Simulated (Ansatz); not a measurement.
MnN (zinc blende, F-43m) at seven volumes, the program Ansatz at the PBEsol level (PAW), scaled uniformly. One row is withheld.

| V (Å³/atom) | P (GPa) |
|---|---|
| 8.441 | 34.10 |
| 8.720 | 20.89 |
| 8.998 | 9.61 |
| 9.276 | -0.03 |
| 9.554 | ? |
| 9.833 | -15.29 |
| 10.111 | -21.29 |

Task: Fit the shown pressures and predict the withheld one.

Result: Third-order Birch–Murnaghan: P = (3/2)B₀(x^(7/2) − x^(5/2))[1 + (3/4)(B′ − 4)(x − 1)] with x = (V₀/V)^(2/3). Least squares on the six rows gives V₀ = 9.276 Å³/atom, B₀ = 296.3 GPa, B′ = 4.23. At V = 9.554, x = 0.9805 and P = -8.22 GPa. The run itself gave -8.26 GPa.

The first step of the workflow began from a Materials Project structure, measured or hypothetical; the Crystallography Open Database copy checked does not list it. Whether it is the stable phase at ambient conditions was not checked. The PBEsol relaxation kept the symmetry of its start; whether a distortion lowers the energy is not shown. No spin polarisation was allowed.

Potentials: the later of the program's two PAW sets.
